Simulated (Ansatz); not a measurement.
Consider the following.

GaCo:
```cif
data_CoGa
_chemical_formula_sum 'Co1 Ga1'
_space_group_name_H-M_alt 'Pm-3m'
_space_group_IT_number 221
_space_group_name_Hall '-P 4 2 3'
_cell_length_a 2.83996
_cell_length_b 2.83996
_cell_length_c 2.83996
_cell_angle_alpha 90.000
_cell_angle_beta 90.000
_cell_angle_gamma 90.000
loop_
_atom_site_label
_atom_site_type_symbol
_atom_site_symmetry_multiplicity
_atom_site_Wyckoff_symbol
_atom_site_fract_x
_atom_site_fract_y
_atom_site_fract_z
_atom_site_occupancy
Co1 Co 1 a 0.00000 0.00000 0.00000 1
Ga1 Ga 1 b 0.50000 0.50000 0.50000 1
```

This is the PBEsol-relaxed structure.

Q: All from plane-wave PAW PBEsol (Ansatz code), unless another level is named. Give the Debye temperature from the elastic constants.

A: 419 K.

Q: What about the elastic constants (relaxed ions, GPa)?

A: C11 = 248, C12 = 177, C44 = 123.

The PBEsol relaxation kept the symmetry of its start; of distortions, only those at the zone centre were tested. The workflow began spin-polarised and lost its moments. As this level gives no gap, shear constants depend on the k-mesh and smearing (Fermi–Dirac, 0.1 eV here).

Potentials: the later of the program's two PAW sets.
